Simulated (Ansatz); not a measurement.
WSe₂:
```cif
data_Se4W2
_chemical_formula_sum 'W2 Se4'
_space_group_name_H-M_alt 'P63/mmc'
_space_group_IT_number 194
_space_group_name_Hall '-P 6c 2c'
_cell_length_a 3.30261
_cell_length_b 3.30261
_cell_length_c 13.22733
_cell_angle_alpha 90.000
_cell_angle_beta 90.000
_cell_angle_gamma 120.000
loop_
_atom_site_label
_atom_site_type_symbol
_atom_site_symmetry_multiplicity
_atom_site_Wyckoff_symbol
_atom_site_fract_x
_atom_site_fract_y
_atom_site_fract_z
_atom_site_occupancy
W1 W 2 d 0.66667 0.33333 0.25000 1
Se1 Se 4 f 0.33333 0.66667 0.12422 1
```

Relaxed with r²SCAN+D4.

Give the optical modes at the zone centre with their infrared activity from DFPT, r²SCAN+D4 in the plane-wave PAW code Ansatz.

Transverse frequencies, without the LO–TO term; a row sums one degenerate level.

```tsv
ω (cm⁻¹)	degeneracy	IR ((D/Å)²/amu)	activity
20	2	0.00	IR-inactive
35	1	0.00	IR-inactive
174	2	0.00	IR-inactive
176	2	0.00	IR-inactive
248	2	0.00	IR-inactive
248	2	1.26	IR
251	1	0.00	IR-inactive
255	1	0.00	IR-inactive
308	1	0.18	IR
310	1	0.00	IR-inactive
```

How high does the top mode go among those that the LO–TO term moves?

249 cm⁻¹ for q along x, 249 cm⁻¹ for q along y.

Space group P6_3/mmc. Symmetry was held in the r²SCAN+D4 relaxation; of distortions, only those at the zone centre were tested. No spin polarisation was allowed. Spin–orbit coupling is left out wherever it is not named.

Potentials: the later of the program's two PAW sets.
